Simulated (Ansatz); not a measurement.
Pt (fcc, Cu type)

```yaml
crystal:
  lattice:
    - [3.91826, 0.00000, 0.00000]
    - [0.00000, 3.91826, 0.00000]
    - [0.00000, 0.00000, 3.91826]
  atoms:
    - { symbol: Pt, position: [0.00000, 0.00000, 0.00000] }
    - { symbol: Pt, position: [0.50000, 0.50000, 0.00000] }
    - { symbol: Pt, position: [0.50000, 0.00000, 0.50000] }
    - { symbol: Pt, position: [0.00000, 0.50000, 0.50000] }
```

Scan: atom 4 (Pt, nearest neighbour Pt at 2.771 Å; its periodic images, 3.9 Å or more away, move with it) is displaced along Cartesian z, direction (0.000, 0.000, 1.000) in Cartesian axes, by s. The other atoms stay.

Calculation: PBEsol (plane waves to 420 eV, PAW, scalar-relativistic; Ansatz, a quantum-chemistry and plane-wave program). k mesh 10×10×10 (Γ-centred), Fermi-Dirac smearing 0.05 eV. E stands for the smeared free energy. With partly filled bands, energies and forces of such displacements shift with the k mesh and the smearing. Pt is run without spin polarisation. Pt was relaxed with its symmetry unable to fall. Spin-orbit coupling is left out, though Pt is heavy. The zero of ΔE is the undisplaced structure. The last digit holds for this mesh only.

```
s (Å)   ΔE (meV/cell)
------  -------------
-0.830         4984.4
-0.664         3097.6
-0.498         1687.6
-0.332       withheld
-0.166          179.3
0.000             0.0
0.166           179.3
0.332        withheld
0.498          1687.6
0.664          3097.6
0.830          4984.4
```

**Question.** Fit an even polynomial form (powers 2, 4, 6) to the given rows and predict ΔE at s = -0.332.

**Answer.** Least squares on the 9 given rows: ΔE = (6449)·s² + (1604)·s⁴ + (-670.8)·s⁶, in meV/cell with s in Å; root-mean-square residual 0.23 meV/cell. At -0.332 the fit gives 729.4 meV/cell; the calculation gives 727.5 meV/cell, so the interpolation is off by 1.9 (+0.3 %). The quadratic term alone would give 710.8 meV/cell.

(For displaced atoms, the force is minus the slope of the energy, and its curvature is a force constant, which sets phonon frequencies.)
